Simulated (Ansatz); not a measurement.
Relaxed WSe$_{2}$ (2H-MoS2 type, space group P6_3/mmc):

```
CELL_PARAMETERS angstrom
      3.27899     0.00000     0.00000
     -1.63949     2.83969     0.00000
      0.00000     0.00000    12.78582
ATOMIC_POSITIONS crystal
  W  0.33333 0.66667 0.25000
  W  0.66667 0.33333 0.75000
  Se 0.33333 0.66667 0.61827
  Se 0.66667 0.33333 0.11827
  Se 0.66667 0.33333 0.38173
  Se 0.33333 0.66667 0.88173
```

Scan: atom 1 (W, nearest neighbour Se at 2.534 Å; its periodic images, 3.3 Å or more away, move with it) is displaced along Cartesian [110], direction (0.707, 0.707, 0.000) in Cartesian axes, by s. The other atoms stay.

Computed with PBE-D3(BJ) (plane waves to 420 eV, PAW, scalar-relativistic; Ansatz, a program for electronic structure). k mesh 9×9×2 (Γ-centred), Fermi-Dirac smearing 0.05 eV. Energies are smeared free energies. Left out: 1 of 11 points, with atoms too close for the PAW data. As the smearing reaches across the gap at some points, energies and forces of such displacements shift with the k mesh and the smearing. Spin-orbit coupling is left out, though W is heavy. The PAW data are Ansatz's earlier set. WSe2 is run without spin polarisation. WSe2 was relaxed with its symmetry unable to fall. ΔE is measured from the undisplaced structure.

Successive frames, forces in eV/Å:

```json
[
 {"frame": "s = 0.456 Å", "ΔE (meV/cell)": "1643", "F on W1": "(-3.708, -4.908, 0.000)", "F on W2": "(0.022, 0.018, 0.000)", "F on Se3": "(0.011, 0.019, -0.011)", "F on Se4": "(1.832, 2.426, -1.920)", "F on Se5": "(1.832, 2.426, 1.920)", "F on Se6": "(0.011, 0.019, 0.011)"},
 {"frame": "s = 0.304 Å", "ΔE (meV/cell)": "790", "F on W1": "(-3.189, -3.714, 0.000)", "F on W2": "(0.015, 0.013, 0.000)", "F on Se3": "(0.009, 0.013, -0.005)", "F on Se4": "(1.578, 1.837, -0.927)", "F on Se5": "(1.578, 1.837, 0.927)", "F on Se6": "(0.009, 0.013, 0.005)"},
 {"frame": "s = 0.152 Å", "ΔE (meV/cell)": "207", "F on W1": "(-1.828, -1.958, 0.000)", "F on W2": "(0.007, 0.007, 0.000)", "F on Se3": "(0.006, 0.007, -0.001)", "F on Se4": "(0.905, 0.969, -0.247)", "F on Se5": "(0.905, 0.969, 0.247)", "F on Se6": "(0.006, 0.007, 0.001)"},
 {"frame": "s = 0.000 Å", "ΔE (meV/cell)": "0", "F on W1": "(0.000, 0.000, 0.000)", "F on W2": "(0.000, 0.000, 0.000)", "F on Se3": "(0.000, 0.000, 0.001)", "F on Se4": "(0.000, 0.000, 0.001)", "F on Se5": "(0.000, 0.000, -0.001)", "F on Se6": "(0.000, 0.000, -0.001)"}
]
```

Q: What are the energy and the forces in the next frame, s = -0.152 Å?

A: ΔE (meV/cell) = 217.

```json
[
 {"atom": "W1", "Fx": "2.090", "Fy": "1.959", "Fz": "0.000"},
 {"atom": "W2", "Fx": "-0.006", "Fy": "-0.007", "Fz": "0.000"},
 {"atom": "Se3", "Fx": "-0.008", "Fy": "-0.007", "Fz": "0.000"},
 {"atom": "Se4", "Fx": "-1.034", "Fy": "-0.970", "Fz": "-0.271"},
 {"atom": "Se5", "Fx": "-1.034", "Fy": "-0.970", "Fz": "0.271"},
 {"atom": "Se6", "Fx": "-0.008", "Fy": "-0.007", "Fz": "0.000"}
]
```

(A displaced cell: forces are minus the slopes of the energy, force constants its curvatures, and phonons follow from these.)
